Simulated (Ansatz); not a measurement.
A distorted cell of CdSe (zinc blende):

```yaml
crystal:
  lattice:
    - [0.00000, 3.06683, 2.98504]
    - [3.06683, 0.00000, 2.98504]
    - [3.06683, 3.06683, 0.00000]
  atoms:
    - { symbol: Se, position: [0.25000, 0.25000, 0.25000] }
    - { symbol: Cd, position: [0.00000, 0.00000, 0.00000] }
```

Calculation: r2SCAN (plane waves to 500 eV, PAW, scalar-relativistic; Ansatz, a quantum-chemistry and plane-wave program). k mesh 9×9×9 (Γ-centred), Fermi-Dirac smearing 0.05 eV. E stands for the smeared free energy. Stress and pressure are positive under compression. CdSe was relaxed with its symmetry unable to fall.

Question: What is the stress tensor (GPa)?

Answer: 
```
   1.33     0.00     0.00
   0.00     1.33     0.00
   0.00     0.00     1.72
```
The pressure, a third of the trace, is 1.46 GPa.

Question: It is the relaxed cell deformed to V/V₀ = 0.973, (c/a)/(c/a)₀ = 0.973, c along z, fractional positions held. What is its energy relative to the relaxed cell?

Answer: 4.1 meV/atom.

(A scan under strain: stresses follow from slopes of the energy per volume, elastic moduli from its curvatures.)
